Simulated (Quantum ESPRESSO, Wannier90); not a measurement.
**Ge (P6₃/mmc, model phase), plane waves to Wannier functions**

```xyz
4
Lattice="3.9976 0.0000 0.0000 -1.9988 3.4620 0.0000 0.0000 0.0000 6.5994" Properties=species:S:1:pos:R:3 pbc="T T T"
Ge    -1.9988     1.1540     0.4151
Ge     1.9988    -1.1540    -0.4151
Ge     1.9988    -1.1540    -2.8846
Ge    -1.9988     1.1540     2.8846
```

Cell from Materials Project (mp-1007760), symmetrised, no further relaxation. This isn't the element's usual structure (diamond); take it as a model of another phase. Level: PBEsol, no spin polarisation, no spin-orbit coupling; pw.x of Quantum ESPRESSO at 63 Ry with PseudoDojo potentials, 12×12×4 k-points, Wannier90. Density: 12×12×6 mesh, cold smearing 0.01 Ry. Spin-orbit coupling, left out, would split the p-like bands by a few tenths of an eV.

Base run: 16 functions from bands 21-46 of the 46 computed, start hydrogen-like Ge: s;p, centres 0.05 Å off the atoms, frozen window up to 1.50 eV relative to the Fermi level, outer window open. Rows change the key named; with other orbitals the number of functions and the frozen window follow, as listed; window edges are relative to the Fermi level. The misfit compares interpolated bands with pw.x on a high-symmetry path, for states up to 1.0 eV relative to the Fermi level. Converged means that the tolerances were met: symmetric starts can stop on a saddle, which shows as a larger Ω_OD at equal Ω_I and can move the misfit too.

Rows with other orbitals or bands describe another subspace, so their Ω_I can't be set against the base's. Runs that didn't settle are not listed.

```
setting                                                                     orbitals  bands  functions  frozen to (eV)  Ω_I (Å²)  Ω_D (Å²)  Ω_OD (Å²)  rms misfit (meV)  worst (meV)            ended
----------------------------------------------------------------------  ------------  -----  ---------  --------------  --------  --------  ---------  ----------------  -----------  ---------------
base                                                                           Ge sp  21-46         16            1.50     25.69      0.06       3.06               3.4           31        converged
num_iter = 0 (projection only), orbitals on the atoms                          Ge sp  21-46         16            1.50     25.69      0.09      11.47               3.7           40  no minimisation
start: the same orbitals exactly on the atoms                                  Ge sp  21-46         16            1.50     25.69      0.06       3.06               3.4           29        converged
start: sp3 on every atom                                                       Ge sp  21-46         16            1.50     25.69      0.06       3.06               3.5           30        converged
start: atomic waves of the pseudopotential files                        Ge 4s, Ge 4p  21-46         16            1.50     25.70      0.06       3.08               3.5           30        converged
atomic waves with projectability windows 0.01 and 0.95                  Ge 4s, Ge 4p  21-46         16            1.50     26.17      0.07       3.19               3.2           26        converged
start: SCDM erfc, mu = fit minus three sigma, no disentanglement steps  Ge 4s, Ge 4p  21-46         16            none     65.72      1.80      27.54               9.1           97        converged
start: SCDM erfc with a higher mu, no disentanglement steps             Ge 4s, Ge 4p  21-46         16            none     65.22      1.83      28.50                10          123        converged
```
